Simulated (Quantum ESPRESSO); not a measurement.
Band energies of GeTe monolayer at -4 % uniaxial strain

```xyz
2
Lattice="3.7238 0.0000 0.0000 -1.8619 3.3592 0.0000 0.0000 0.0000 14.4000" Properties=species:S:1:pos:R:3 pbc="T T T"
Ge     0.0000     2.2291     0.7897
Te     0.0000     0.0104    -0.7897
```

norm-conserving PBEsol (Quantum ESPRESSO, 82 Ry, scalar-relativistic); path ΓXA1YΓ; energies in eV from the valence-band maximum.

| k (1/Å) | point | band 11 | band 12 | band 13 | band 14 | band 15 | band 16 | band 17 | band 18 |
|---|---|---|---|---|---|---|---|---|---|
| 0.00 | Γ | -12.91 | -6.88 | -1.09 | -0.36 | 0.00 | 1.94 | 3.23 | 3.46 |
| 0.22 |  | -12.76 | -6.82 | -1.38 | -0.89 | -0.64 | 2.32 | 3.00 | 3.87 |
| 0.55 |  | -11.98 | -6.86 | -3.31 | -2.21 | -0.76 | 2.05 | 3.04 | 4.08 |
| 0.88 |  | -10.91 | -7.76 | -3.87 | -3.05 | -1.45 | 1.80 | 2.94 | 4.12 |
| 1.10 | X | -10.63 | -8.04 | -4.30 | -2.57 | -1.92 | 1.34 | 3.74 | 3.80 |
| 1.21 |  | -10.67 | -8.01 | -4.20 | -2.65 | -1.85 | 1.46 | 3.56 | 3.79 |
| 1.42 |  | -10.86 | -7.96 | -3.68 | -2.63 | -1.78 | 2.05 | 2.73 | 3.46 |
| 1.74 |  | -10.93 | -7.96 | -3.58 | -2.30 | -1.82 | 1.86 | 2.42 | 3.65 |
| 2.07 |  | -10.67 | -8.01 | -4.20 | -2.65 | -1.85 | 1.46 | 3.56 | 3.79 |
| 2.17 | A1 | -10.63 | -8.04 | -4.30 | -2.57 | -1.92 | 1.34 | 3.74 | 3.80 |
| 2.37 |  | -10.81 | -8.01 | -3.97 | -2.76 | -1.82 | 1.69 | 3.40 | 3.92 |
| 2.56 |  | -11.05 | -8.03 | -3.59 | -2.38 | -1.82 | 2.22 | 2.93 | 3.65 |
| 2.76 | Y | -11.14 | -8.06 | -3.59 | -1.99 | -1.59 | 1.94 | 2.41 | 4.16 |
| 2.85 |  | -11.22 | -7.95 | -3.65 | -1.88 | -1.56 | 1.81 | 2.56 | 4.16 |
| 3.13 |  | -11.98 | -7.09 | -3.69 | -1.17 | -1.06 | 1.41 | 3.49 | 4.18 |
| 3.41 |  | -12.66 | -6.83 | -2.17 | -0.91 | -0.46 | 2.22 | 3.56 | 3.86 |
| 3.69 | Γ | -12.91 | -6.88 | -1.09 | -0.36 | 0.00 | 1.94 | 3.23 | 3.46 |

The PBEsol gap is 1.18 eV; at least one edge lies off the plotted path, at a point of the SCF mesh. The smallest direct gap is 1.94 eV.

Spin-orbit coupling is left out, which matters for elements this heavy: edges can move by tenths of an eV.

Geometry strained from the cell relaxed with PBEsol, atoms relaxed again.

This is a model layer cut from the bulk structure; whether it is stable on its own was not checked.
